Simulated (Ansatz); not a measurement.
Space group Fd-3m:1 (No. 227). a = 6.870 Å, b = 6.870 Å, c = 6.870 Å, α = 90.00°, β = 90.00°, γ = 90.00°
```
atom site symmetry x y z
  Nb    8a      -43m  0.5000  0.0000  0.5000
  Cr   16d      .-3m  0.1250  0.6250  0.1250
```

Equation of state of this NbCr2 structure (not necessarily the ground state), with shape and atoms relaxed at each volume where symmetry leaves them free. It has no gap at any of these volumes. All numbers below come from DFT PBEsol, scalar-relativistic, plane waves, PAW in Ansatz.

Plane waves to 420 eV, a k mesh through Γ of 10×10×10 on the computed 6-atom cell and Gaussian smearing (0.10 eV); no spin polarisation.

```csv
V (Å³/atom),E − E(largest V) (meV/atom),P (GPa)
11.889,96.85,40.61
12.294,10.30,28.07
12.699,-46.75,17.27
13.105,-78.41,7.98
13.510,-88.24,0.00
13.915,-79.33,-6.85
14.321,-54.36,-12.72
14.861,0.00,-19.27
```

Fit a third-order Birch–Murnaghan equation to E(V).

V0 = 13.51 Å³/atom, B0 = 246 GPa, B0' = 4.0.

Spin polarisation was left out, and a magnetic state may lie lower.

Cost: 8 runs of about 2.3 core-minutes in all, on Arm Neoverse V1 (shared hosts).